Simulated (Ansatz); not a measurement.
Given:

Si$_{2}$Mo:
```cif
data_Mo2Si4
_chemical_formula_sum 'Si4 Mo2'
_space_group_name_H-M_alt 'P 1'
_space_group_IT_number 1
_cell_length_a 5.95051
_cell_length_b 4.94721
_cell_length_c 4.64234
_cell_angle_alpha 76.635
_cell_angle_beta 53.986
_cell_angle_gamma 49.379
loop_
_space_group_symop_operation_xyz
  'x, y, z'
loop_
_atom_site_label
_atom_site_type_symbol
_atom_site_fract_x
_atom_site_fract_y
_atom_site_fract_z
_atom_site_occupancy
Si1 Si 0.66340 0.33660 0.66340 1
Si2 Si 0.33660 0.66340 0.33660 1
Si3 Si 0.58660 0.91340 0.58660 1
Si4 Si 0.91340 0.58660 0.91340 1
Mo1 Mo 0.00000 0.00000 0.00000 1
Mo2 Mo 0.25000 0.25000 0.25000 1
```

This is the PBE-relaxed structure.

Q: All from the program Ansatz at the PBE level (PAW), unless another level is named. Estimate the electronic character.

A: metallic (no gap).

Q: Next, the formation energy from the elements (no fitted shifts)?

A: -40 kJ/mol of atoms.

Q: Predict the density of states at the Fermi level.

A: 0.12 states/eV per atom (mean over ±0.08 eV).

Space group Fddd. A made-up cell: these elements were put on the sites of a structure type; neither database checked (COD, Materials Project) lists it. It is not the phase usual at ambient conditions (space group No. 139). The cell was relaxed with PBE under the symmetry of its start; its stability against distortions is not shown here. The run is not spin-polarised. The references are the lowest solids computed at this level, not always the standard phases. Spin–orbit coupling is left out wherever it is not named.

Potentials: the later of the program's two PAW sets.
